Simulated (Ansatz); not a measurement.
SrNbNO₂ in space group P4/mmm (No. 123; Sr on 1a, Nb on 1d, N on 1c, O on 2e) at seven volumes, LDA in the plane-wave PAW code Ansatz, shape and atoms relaxed at each. One row is withheld.

```csv
V (Å³/atom),P (GPa)
11.614,24.08
11.997,?
12.380,6.80
12.763,0.00
13.146,-5.80
13.528,-10.74
13.911,-14.94
```

### Question
Fit the shown pressures and predict the withheld one.

### Answer
Third-order Birch–Murnaghan: P = (3/2)B₀(x^(7/2) − x^(5/2))[1 + (3/4)(B′ − 4)(x − 1)] with x = (V₀/V)^(2/3). Least squares on the six rows gives V₀ = 12.763 Å³/atom, B₀ = 208.6 GPa, B′ = 4.27. At V = 11.997, x = 1.0421 and P = 14.74 GPa. The run itself gave 14.76 GPa.

The workflow started from a Materials Project entry (that database holds measured and hypothetical structures alike); the Crystallography Open Database copy checked does not list it. With N and O taken as one species the cell has the higher symmetry Pm-3m, so it may be an ordered model of a mixed-site phase. Its standing as an ambient phase is unchecked. Symmetry was held in the LDA relaxation. At this level the phase is dynamically unstable (imaginary phonons). No spin polarisation was allowed.

Potentials: the later of the program's two PAW sets.
